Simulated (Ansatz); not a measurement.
The end point of a relaxation of Si₃N₄. Space group I-43d (No. 220). These are PBEsol (plane waves to 420 eV, PAW, scalar-relativistic; Ansatz, a quantum-chemistry and plane-wave program) values and carry that method's errors.

```cif
data_N16Si12
_chemical_formula_sum 'Si12 N16'
_space_group_name_H-M_alt 'I-43d'
_space_group_IT_number 220
_space_group_name_Hall 'I -4bd 2c 3'
_cell_length_a 6.45468
_cell_length_b 6.45468
_cell_length_c 6.45468
_cell_angle_alpha 90.000
_cell_angle_beta 90.000
_cell_angle_gamma 90.000
loop_
_atom_site_label
_atom_site_type_symbol
_atom_site_symmetry_multiplicity
_atom_site_Wyckoff_symbol
_atom_site_fract_x
_atom_site_fract_y
_atom_site_fract_z
_atom_site_occupancy
Si1 Si 12 a 0.00000 0.25000 0.37500 1
N1 N 16 c 0.21926 0.21926 0.21926 1
```
(The calculation used a cell of 14 atoms; values per cell refer to that cell.)

Problem. Predict the band gap from PBEsol.

Solution. 3.98 eV, indirect (valence top at k = (0, 0.3333, 0.3333), conduction bottom at k = (0.1667, 0.1667, -0.1667)) (no spin-orbit coupling).

Problem. What smallest direct gap does PBEsol give?

Solution. 4.15 eV at k = (0, 0, 0.1667).

No spin polarisation in the result.

The run could not lose the symmetry of its start.

The first start was generated by placing the elements on the sites of a structure type. A measured structure of Si3N4 has the same space group, I-43d (No. 220); the sites were not compared with it. Another known form has space group No. 176.
